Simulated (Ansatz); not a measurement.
# Property card for TlHg

TlHg:
```yaml
crystal:
  lattice:
    - [3.74825, 0.00000, 0.00000]
    - [0.00000, 3.74825, 0.00000]
    - [0.00000, 0.00000, 3.74825]
  atoms:
    - { symbol: Tl, position: [0.50000, 0.50000, 0.50000] }
    - { symbol: Hg, position: [0.00000, 0.00000, 0.00000] }
```

Space group Pm-3m (No. 221), CsCl type; conventional cell a = b = c = 3.748 Å, α = β = γ = 90.00°.

Method: DFT-PBEsol in the program Ansatz with PAW potentials. Structure relaxed to zero pressure with the same functional. Other levels are named where they apply.

Cell and energy:

| Item | Result |
|---|---|
| Volume per atom | 26.33 Å³ |
| Density | 12.77 g/cm³ |
| Formation energy from the elements (no fitted shifts) | -0.015 eV/atom |

Electronic structure:

| Property | Value |
|---|---|
| Electronic character | metallic (no gap) |
| Density of states at the Fermi level | 0.55 states/eV per atom (mean over ±0.08 eV) |
| Gap with spin–orbit coupling | none (metallic) |

Mechanics:

| Item | Result |
|---|---|
| Bulk modulus (Birch–Murnaghan fit) | 37.3 GPa |
| Pressure derivative B′ | 5.8 |
| Elastic constants (relaxed ions, GPa) | C11 = 35.6, C12 = 37.7, C44 = 4.7 |
| Mechanical stability | unstable (C has a negative eigenvalue) |

Charges:

| Item | Result |
|---|---|
| Bader charges | Tl +0.23, Hg -0.23 e |

The workflow started from an entry of the Crystallography Open Database (COD). Its standing as an ambient phase is unchecked. The cell was relaxed with PBEsol under the symmetry of its start. As this level gives no gap, shear constants depend on the k-mesh and smearing (Fermi–Dirac, 0.1 eV here). The references are the lowest solids computed at this level, not always the standard phases. Spin–orbit coupling is left out wherever it is not named.

Potentials: the later of the program's two PAW sets.
